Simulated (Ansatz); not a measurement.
**NaCl (Fm-3m): LDA against r²SCAN and PBEsol**

```xyz
2
Lattice="0.0000 2.7322 2.7322 2.7322 0.0000 2.7322 2.7322 2.7322 0.0000" Properties=species:S:1:pos:R:3 pbc="T T T"
Na    0.0000    0.0000    0.0000
Cl    2.7322    2.7322    2.7322
```

This cell (20.40 Å³ an atom) was relaxed by PAW under LDA, and each functional gets its own cell relaxed so. Quantity: dielectric response and Born charges by linear response (direction means).

Runs: (1) LDA, PAW on Ansatz 0.2.0's default frozen-core files (fitted under PBE), scalar-relativistic; k mesh 8×8×8, fixed occupations, cutoff 420 eV. (2) r²SCAN, PAW on Ansatz 0.2.0's default frozen-core files (fitted under PBE), scalar-relativistic; k mesh 8×8×8, fixed occupations, cutoff 500 eV. (3) PBEsol, PAW on Ansatz 0.2.0's default frozen-core files (fitted under PBE), scalar-relativistic; k mesh 6×6×6, fixed occupations, cutoff 420 eV.

Under LDA: ε∞ = 2.67, largest |Z*| = 1.07 e, ε₀ = 5.5.

Which way does r²SCAN move the volume, and by how much?

a = 5.608 Å, 22.05 Å³ an atom: 8.1 % larger.

What does r²SCAN give for these quantities?

```
    quantity     LDA  r²SCAN     change
          ε∞    2.67    2.41      -10 %
largest |Z*|  1.07 e  1.08 e  under 1 %
          ε₀     5.5     5.5  under 1 %
```

Which way does PBEsol move the volume, and by how much?

a = 5.602 Å, 21.97 Å³ an atom: 7.7 % larger.

What does PBEsol give for these quantities?

```
    quantity     LDA  PBEsol  change
          ε∞    2.67    2.57    -4 %
largest |Z*|  1.07 e  1.09 e    +2 %
          ε₀     5.5     6.0   +10 %
```

Known limits: frozen-core PAW files fitted under PBE, their cores solved anew for the functional of the run; zone-boundary modes aren't tested.
